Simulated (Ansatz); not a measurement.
GaSb in space group P6_222 (No. 180; Ga on 3c, Sb on 3d), PBEsol (plane waves, PAW; program Ansatz), all energies at zero smearing, with the estimated change up to a 700 eV cutoff added, with one set of potentials and settings (totals compare only within such a set). Cell of 6 atoms (3 Ga, 3 Sb): -30453.927 eV.

```csv
element,reference phase,E (eV/atom)
Ga,"Cmce, 4 atoms in the cell",-3743.2031
Sb,"R-3m, 2 atoms in the cell",-6408.0873
```

Formation energy per atom, worked out: (-30453.927 − 3×(-3743.2031) − 3×(-6408.0873))/6 = -0.009 eV/atom (-1 kJ per mol of atoms), at 0 K, without zero-point energy or fitted corrections.

The start of the workflow was typed in or built on a structure type; neither database checked (COD, Materials Project) lists it. It is not the phase usual at ambient conditions (space group No. 216). The cell was relaxed with PBEsol under the symmetry of its start; its stability against distortions is not shown here. The references are the lowest solids computed at this level, not always the standard phases. Spin–orbit coupling is left out wherever it is not named.

Potentials: the later of the program's two PAW sets.
